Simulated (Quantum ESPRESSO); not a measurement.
## Computed NMR tensors in BaTiO3

```yaml
crystal:
  lattice:
    - [3.99038, 0.00000, 0.00000]
    - [0.00000, 3.99038, 0.00000]
    - [0.00000, 0.00000, 4.10266]
  atoms:
    - { symbol: Ba, position: [0.50000, 0.50000, 0.58254] }
    - { symbol: Ti, position: [0.00000, 0.00000, 0.10004] }
    - { symbol: O, position: [0.00000, 0.50000, 0.06422] }
    - { symbol: O, position: [0.50000, 0.00000, 0.06422] }
    - { symbol: O, position: [0.00000, 0.00000, 0.54897] }
```
Geometry: a computed entry of the Materials Project; it was not checked against measured cells. It is BaTiO3 in P4mm. Stability against distortions was not tested. Forces on the atoms reach 0.12 eV/Å at this level. The run has no spin polarisation.

Computed: shieldings by PBE GIPAW (a modified build of Quantum ESPRESSO, JTH PAW datasets), 22.5 Ha, k-mesh 7×7×6 shifted, f-sum rule met within 0.02 %.

```
site             site symmetry  σ_iso (ppm)
---------------  -------------  -----------
Ba (atom 1)                4mm         4824
Ti (atom 2)                4mm         -367
O1 (atoms 3, 4)            2mm         -332
O2 (atom 5)                4mm         -382
```

σ is an absolute shielding without the bulk-susceptibility term: within one crystal shift differences are minus those of σ, between compounds the missing term differs by several ppm. In our sweeps, cutoffs and meshes of this size left a few ppm, and up to some 20 ppm on atoms from Zn on. No spin–orbit coupling; Ba is the heaviest element present. Static lattice: thermal averaging is not included.
